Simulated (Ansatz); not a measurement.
# Profile along the Ca–F line in CaF2 (fluorite)

CaF₂ (fluorite), conventional cell a = b = c = 5.4205 Å, α = β = γ = 90.00°. The calculation uses the primitive cell of 3 atoms, to which meshes and values per cell refer.

Fields along a shortest Ca–F line of a {110} plane (2.35 Å), from Ca to F, interpolated on the slice's grid (step about 0.2 Å). The numbers are results of PBEsol (plane waves to 420 eV, PAW, scalar-relativistic; Ansatz, a program for electronic structure), not measurements. k mesh 11×11×11. These are valence fields of a PAW run, semicore shells included where kept as valence: close to a nucleus they are smooth pseudo fields. CaF2 was relaxed with its symmetry unable to fall.

| distance from Ca (Å) | valence electron density (e/Å³) | electron localisation function |
|---|---|---|
| 0.00 | 6.91 | x |
| 0.12 | 6.78 | x |
| 0.24 | 6.29 | x |
| 0.35 | 5.40 | x |
| 0.47 | 4.18 | x |
| 0.59 | 2.88 | 0.86 |
| 0.71 | 1.76 | 0.83 |
| 0.82 | 0.98 | 0.69 |
| 0.94 | 0.52 | 0.39 |
| 1.06 | 0.31 | 0.13 |
| 1.18 | 0.24 | 0.06 |
| 1.29 | 0.26 | 0.14 |
| 1.41 | 0.39 | 0.39 |
| 1.53 | 0.65 | 0.66 |
| 1.65 | 1.17 | 0.79 |
| 1.76 | 2.24 | 0.82 |
| 1.88 | 4.28 | x |
| 2.00 | 7.32 | x |
| 2.12 | 10.60 | x |
| 2.23 | 13.08 | x |
| 2.35 | 13.99 | x |

x: too close to a nucleus for the ELF to mean much.

Density on the Ca–F line (2.35 Å) at its midpoint: 0.24 e/Å³. ELF at that point: 0.1. Character of the Ca–F contact (rough rule: ELF there above 0.7 covalent, below 0.2 ionic, polar between): closed-shell (ionic).
